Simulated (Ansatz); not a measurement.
Pd (fcc, Cu type)

```xyz
1
Lattice="0.0000 1.9713 1.9713 1.9713 0.0000 1.9713 1.9713 1.9713 0.0000" Properties=species:S:1:pos:R:3 pbc="T T T"
Pd     0.0000     0.0000     0.0000
```

This relaxed cell (volume V₀) is scaled evenly in all directions, its shape held. Symmetry pins the atoms to their sites.

These are PBE (plane waves to 420 eV, PAW, scalar-relativistic; Ansatz, a quantum-chemistry and plane-wave program) values and carry that method's errors. k mesh 20×20×20 (Γ-centred), Fermi-Dirac smearing 0.05 eV. The energy includes the smearing's −TS. Compression counts positive. Pd is run without spin polarisation. Pd was relaxed with its symmetry unable to fall. The PAW data are Ansatz's earlier set. The zero of ΔE is the relaxed starting cell. The last digit holds for this mesh only.

```
V (Å³/atom)  ΔE (meV/atom)
-----------  -------------
13.789               101.1
14.172                53.6
14.555                22.5
14.938            withheld
15.321                 0.0
15.704                 4.8
16.087                18.0
16.470                38.5
16.853                65.1
```

Q: Fit a third-order Birch-Murnaghan form (E₀, V₀, B₀, B₀′ free) to the given rows and predict ΔE at V = 14.938.

A: Least squares on the 8 given rows: ΔE = E₀ + (9V₀B₀/16)·y²·[2 + (B₀′ − 4)y], y = (V₀/V)^(2/3) − 1, with V₀ = 15.322 Å³/atom, B₀ = 167.8 GPa (160.2 GPa = 1 eV/Å³; the term in eV is multiplied by 1000), B₀′ = 5.56, E₀ = 0.03 meV/atom; root-mean-square residual 0.03 meV/atom. At 14.938 the fit gives 5.4 meV/atom; the calculation gives 5.3 meV/atom, so the interpolation is off by 0.1 (+1.9 %). For the pressure the fit gives 4.6 GPa against the computed 4.6 GPa.

(A scan under strain: stresses follow from slopes of the energy per volume, elastic moduli from its curvatures.)
